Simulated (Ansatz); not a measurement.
**TiZn3: frozen-core PAW against all-electron methods**

```
CELL_PARAMETERS angstrom
3.93220 0.00000 0.00000
0.00000 3.93220 0.00000
0.00000 0.00000 3.93220
ATOMIC_POSITIONS crystal
Ti 0.00000 0.00000 0.00000
Zn 0.00000 0.50000 0.50000
Zn 0.50000 0.00000 0.50000
Zn 0.50000 0.50000 0.00000
```

Atom numbers follow the list: Ti1, Zn2, Zn3, Zn4.

The geometry is COD entry 1527931, unchecked; take it as a test cell.

All numbers are computed: DFT, LDA, PAW with Ansatz's default frozen-core files, scalar-relativistic (Ansatz 0.2.0); DFT, LDA, all-electron PAW with datasets made for the crystal, scalar-relativistic (Ansatz 0.2.0); DFT, LDA, all-electron LAPW, scalar-relativistic (Ansatz 0.2.0).

For PAW: a Γ-centred 9×9×9 k mesh, Fermi–Dirac smearing of 0.05 eV, cutoff 420 eV, no spin polarisation; the PAW files were made with PBE, and the program remakes their frozen cores for this functional. The crystal-made all-electron datasets (AE datasets) take a cutoff of 240 eV at this cell. LAPW targets a basis error of 1 meV/atom. The Ansatz runs share mesh, smearing and spin set-up. Plane-wave (PAW) pressures include the program's estimate of the Pulay term.

Stress and pressure are positive in compression.

In a metal, gradients converge slowly with the k mesh: the values move by tens of per cent from one mesh to another, at times in sign, so only the comparison on one mesh counts.

Levels count from the Fermi level.

| quantity | PAW | AE datasets | LAPW |
| --- | --- | --- | --- |
| pressure (GPa) | -9.89 | -9.90 | -9.90 |
| highest filled level at R (eV) | -1.333 | -1.333 | -1.332 |
| lowest empty level at R (eV) | 1.813 | 1.814 | 1.814 |
| highest filled level at Γ (eV) | -0.751 | -0.751 | -0.751 |
| lowest empty level at Γ (eV) | 0.280 | 0.280 | 0.280 |
| largest principal field gradient Vzz at Zn2 (10²¹ V/m²) | 4.04 | 4.02 | – |

PAW's pressure differs from the LAPW value by about 0.01 GPa or less.
